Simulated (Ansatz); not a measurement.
SiW (rock salt, Fm-3m) under volume change, PBEsol (plane waves, PAW; program Ansatz), scaled uniformly.

```
V (Å³/atom)  E − E(relaxed) (meV/atom)  P (GPa)
-----------  -------------------------  -------
14.049                            91.9    22.96
14.513                             [?]      [?]
14.976                             9.2     6.51
15.439                             0.0     0.00
15.902                             [?]      [?]
16.365                            31.5   -10.38
16.828                            67.6   -14.49
```

Complete the blanks.


- 15.902, E − E(relaxed) (meV/atom): 8.3
- 15.902, P (GPa): -5.59
- 14.513, E − E(relaxed) (meV/atom): 38.7
- 14.513, P (GPa): 14.10

What does a third-order Birch–Murnaghan fit give for V₀, B₀ and B′?

V₀ = 15.44 Å³/atom, B₀ = 201 GPa, B′ = 4.1.

A made-up cell: these elements were put on the sites of a structure type; neither database checked (COD, Materials Project) lists it. Whether it is the stable phase at ambient conditions was not checked. The cell was relaxed with PBEsol under the symmetry of its start. At this level the phase is mechanically unstable. No spin polarisation was allowed. Scalar-relativistic: spin–orbit coupling is off unless named, which matters more the heavier the elements.

Potentials: the later of the program's two PAW sets.
